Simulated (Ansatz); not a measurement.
Relaxed NaF (rock salt):

```
NaF
1.0
    0.00000     4.70157     4.70157
    2.35078     2.35078     4.70157
    2.35078     2.35078     0.00000
F Na
2 2
Direct
  0.00000   0.00000   0.00000
  0.50000   0.00000   0.00000
  0.00000   0.50000   0.50000
  0.50000   0.50000   0.50000
```

The atoms are displaced by Q × the pattern below (from a DFPT mode at X = (0.5, 0.5, 0.0), largest move 1; Q in Å), at fixed cell. (q is in reciprocal vectors of the primitive cell; the cell shown is doubled to hold the pattern.)

```csv
atom,x,y,z
F1,0.000,0.000,0.072
F2,0.000,0.000,-0.072
Na3,0.000,0.000,-1.000
Na4,0.000,0.000,1.000
```

Computed with PBE (plane waves to 420 eV, PAW, scalar-relativistic; Ansatz, a program for electronic structure). k mesh 12×12×12 (Γ-centred), Fermi-Dirac smearing 0.05 eV. E stands for the smeared free energy. NaF was relaxed with its symmetry unable to fall. The relaxed volume of NaF is well above the measured one; the method has no dispersion term. ΔE is measured from the undisplaced structure.

Question: Estimate the ΔE (eV/cell) for Q (Å) = -0.180, -0.150, -0.060, 0.030, 0.060.

Answer: 
| Q (Å) | ΔE (eV/cell) |
|---|---|
| -0.180 | 0.1712 |
| -0.150 | 0.1170 |
| -0.060 | 0.0182 |
| 0.030 | 0.0045 |
| 0.060 | 0.0182 |

(For displaced atoms, the force is minus the slope of the energy, and its curvature is a force constant, which sets phonon frequencies.)
